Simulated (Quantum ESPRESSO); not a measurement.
How NMR parameters follow atomic displacements in SiC (P6₃mc)

```xyz
8
Lattice="3.0757 0.0000 0.0000 -1.5378 2.6636 0.0000 0.0000 0.0000 10.0707" Properties=species:S:1:pos:R:3 pbc="T T T"
Si     1.5378     0.8879     9.4447
Si     0.0000     1.7757     4.4093
Si     0.0000     0.0000     6.9275
Si     0.0000     0.0000     1.8922
C      1.5378     0.8879     7.5510
C      0.0000     1.7757     2.5156
C      0.0000     0.0000     5.0400
C      0.0000     0.0000     0.0046
```
Geometry: a computed entry of the Materials Project; it was not checked against measured cells. It is SiC in P6₃mc, a polytype of 4 double layers. Stability against distortions was not tested.

The last row's change in full: C5 and its equivalents moved by 0.04 Å along (0.00, 0.00, 1.00), space group kept; the other rows go along the same path.

Method: shieldings by GIPAW with PBE in a modified build of Quantum ESPRESSO, on JTH PAW datasets, 20 Ha, k-mesh 9×9×3 shifted, f-sum rule met within 0.052 %. Values are those of the named site's first atom. Shieldings are absolute and leave out the bulk-susceptibility term; a larger σ means a smaller chemical shift. By our sweeps, such settings leave a few ppm in absolute σ. The datasets of Si hold no d projectors, which limits absolute σ on these atoms. Static lattice: thermal averaging is not included.

Unchanged cell: σ_iso Si1 (ppm) = 359.7, σ_iso Si2 (ppm) = 363.4, σ_iso C1 (ppm) = 142.1, σ_iso C2 (ppm) = 151.1.

Problem. How do these values move along the path (displacement (Å): -0.04, +0.04)?

Solution. 
```
displacement (Å)  σ_iso Si1 (ppm)  σ_iso Si2 (ppm)  σ_iso C1 (ppm)  σ_iso C2 (ppm)
----------------  ---------------  ---------------  --------------  --------------
-0.04                       358.3            364.5           142.8           150.2
0                           359.7            363.4           142.1           151.1
+0.04                       361.0            362.4           141.2           151.8
```
